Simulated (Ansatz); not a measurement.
Here is the system:

SiRh:
```
SiRh
1.0
    5.31301     0.00000     0.00000
   -2.65650     4.60120     0.00000
    0.00000     0.00000     3.83622
Rh Si
3 3
Direct
  0.50000   0.00000   0.00000
  0.50000   0.50000   0.00000
  0.00000   0.50000   0.00000
  0.00000   0.00000   0.00000
  0.33333   0.66667   0.50000
  0.66667   0.33333   0.50000
```

This is the PBE-relaxed structure.

Task: All from PBE in the plane-wave PAW code Ansatz, unless another level is named. Predict the electronic character.

Result: metallic (no gap).

Task: Next, the density of states at the Fermi level?

Result: 0.29 states/eV per atom (mean over ±0.08 eV).

Task: Next, the gap with spin–orbit coupling?

Result: none (metallic).

Space group P6/mmm. The cell is a constructed one: a structure type filled with these elements; neither database checked (COD, Materials Project) lists it. COD files the formula under space group No. 14, so this cell is another polymorph or a model. Whether it is the stable phase at ambient conditions was not checked. Symmetry was held in the PBE relaxation. At this level the phase is dynamically unstable (imaginary phonons). No spin polarisation was allowed. Scalar-relativistic: spin–orbit coupling is off unless named, which matters more the heavier the elements.

Potentials: the later of the program's two PAW sets.
